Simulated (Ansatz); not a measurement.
# Generalised stacking fault in Cr₂B₃

These are results of DFT PBEsol, scalar-relativistic, plane waves, PAW (Ansatz), not measurements. Settings: plane waves to 420 eV, k-mesh 13×13×3 (Γ-centred), Gaussian smearing 0.15 eV. No spin polarisation. A magnetic state may lie lower. Energies are free energies at this smearing, counted from the undisturbed cell; pressure is positive in compression.

Reference structure (relaxed at this level; with this scan's settings it stands at 0.1 GPa; it needn't be the usual structure):

```
CELL_PARAMETERS angstrom
-2.89391 0.00000 0.00000
0.00000 0.00000 -2.92884
0.00000 -18.04254 0.00000
ATOMIC_POSITIONS crystal
Cr 0.00000 0.25000 0.04700
Cr 0.50000 0.25000 0.54700
Cr 0.00000 0.75000 0.45300
Cr 0.50000 0.75000 0.95300
Cr 0.00000 0.25000 0.32188
Cr 0.50000 0.25000 0.82188
Cr 0.00000 0.75000 0.17812
Cr 0.50000 0.75000 0.67812
B 0.00000 0.25000 0.72632
B 0.50000 0.25000 0.22632
B 0.00000 0.75000 0.77368
B 0.50000 0.75000 0.27368
B 0.00000 0.25000 0.92296
B 0.50000 0.25000 0.42296
B 0.00000 0.75000 0.57704
B 0.50000 0.75000 0.07704
B 0.00000 0.25000 0.63097
B 0.50000 0.25000 0.13097
B 0.00000 0.75000 0.86903
B 0.50000 0.75000 0.36903
```

The cut lies on the cell's a–b face, a (0 -1 0) plane (indices in the standard cell, whose axes needn't be the Cartesian ones shown) of area 8.48 Å², between layers 1.70 Å apart. Vector c is tilted by f times 0·a + 1·b (length 2.929 Å) with the atoms' Cartesian places fixed: one unrelaxed fault a cell. The cell is metallic on the mesh throughout.

Question: Over the sampled range (0.0000 to 0.5000), is the undisturbed cell the lowest point?

Answer: Yes, every other sampled point lies higher.

The scan:

```
     f  γ (mJ/m²)
0.0000          0
0.1000        337
0.2000       1244
0.3000       2466
0.4000       3556
0.5000       3988
```

Cost: 6 runs of about 14 core-minutes in all, on Arm Neoverse V1 (shared hosts).